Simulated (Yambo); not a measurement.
```xyz
3
Lattice="0.0000 2.4946 2.4946 2.4946 0.0000 2.4946 2.4946 2.4946 0.0000" Properties=species:S:1:pos:R:3 pbc="T T T"
H      1.2473     1.2473     1.2473
H      3.7419     3.7419     3.7419
Lu     0.0000     0.0000     0.0000
```

The geometry is that of Materials Project entry mp-24288, symmetrised and not relaxed again.

Where are the main features of Im ε from RPA with local fields on PBEsol bands (Yambo; 18×18×18 mesh, 50 bands, 4 Ry local-field block, 0.25 eV broadening; field along x)?

Peaks at 3.1 eV (9.9), 6.8 eV (3.6), 10.2 eV (4.3), heights in brackets. Only interband transitions are included: the Drude term is missing, so nothing below about 0.6 eV and no real part is shown. Peak heights and small wiggles depend on the k mesh. The 4f states are in the valence at their DFT position.
